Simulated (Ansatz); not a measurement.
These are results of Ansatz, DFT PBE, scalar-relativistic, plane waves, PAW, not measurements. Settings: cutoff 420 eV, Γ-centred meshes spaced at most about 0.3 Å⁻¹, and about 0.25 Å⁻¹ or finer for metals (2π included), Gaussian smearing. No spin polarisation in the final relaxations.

All energies are static (0 K, no zero-point motion).

Two relaxed structures of TiW3:

A.

```xyz
4
Lattice="2.6581 -4.6141 0.0000 2.6581 4.6141 0.0000 0.0000 0.0000 2.6810" Properties=species:S:1:pos:R:3 pbc="T T T"
Ti    2.6581    0.0000    1.3405
W     1.3290    2.3070    0.0000
W     0.0000    0.0000    1.3405
W     1.3290   -2.3070    0.0000
```

B.

```xyz
4
Lattice="1.5924 -2.2597 0.0000 1.5924 2.2597 0.0000 0.0000 0.0000 8.9729" Properties=species:S:1:pos:R:3 pbc="T T T"
Ti    1.5924    0.0000    4.4865
W     1.5924    0.0000    0.0000
W     0.0000    0.0000    2.2292
W     0.0000    0.0000    6.7437
```

Task: Which would you expect to be lower, and how large is the difference?

Result: B is lower, by 254 meV/atom. A has Ti and W ordered on fcc sites, space group Cmmm (No. 65), 16.4 Å³/atom and no gap on its mesh; B has Ti and W ordered on bcc sites, space group Cmmm (No. 65), 16.1 Å³/atom and no gap. Counting all near atoms (those within 1.25 times the shortest distance at each site; a plus sign parts nearer from farther groups), A has Ti 4+8, W 4+8 and B has Ti 8+6, W 8+6. Both come from invented guesses.

Spin–orbit coupling, which can matter for W, is left out. Cells relaxed within their symmetry can be saddle points.
